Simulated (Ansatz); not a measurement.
PbSe (rock salt), conventional cell a = 6.2177 Å, b = 6.2177 Å, c = 6.2177 Å, α = 90.00°, β = 90.00°, γ = 90.00°. The calculation uses the primitive cell of 2 atoms, to which meshes and values per cell refer.

Equation-of-state scan: isotropic scaling of the cell above, V₀ being its volume. Symmetry pins the atoms to their sites.

Calculation: PBE (plane waves to 420 eV, PAW, scalar-relativistic; Ansatz, an electronic-structure program). k mesh 9×9×9 (Γ-centred), Fermi-Dirac smearing 0.05 eV. E stands for the smeared free energy. PbSe was relaxed with its symmetry unable to fall. Spin-orbit coupling is left out, though Pb is heavy. The PAW data are Ansatz's earlier set. The zero of ΔE is the relaxed starting cell.

### Question
Give the computed ΔE (kJ/mol of atoms) at V/V₀ = 0.900, 0.917, 0.950, 0.967, 1.067, 1.083.

### Answer
```tsv
V/V₀	ΔE (kJ/mol of atoms)
0.900	5.07
0.917	3.41
0.950	1.15
0.967	0.49
1.067	1.68
1.083	2.54
```

(A scan under strain: stresses follow from slopes of the energy per volume, elastic moduli from its curvatures.)
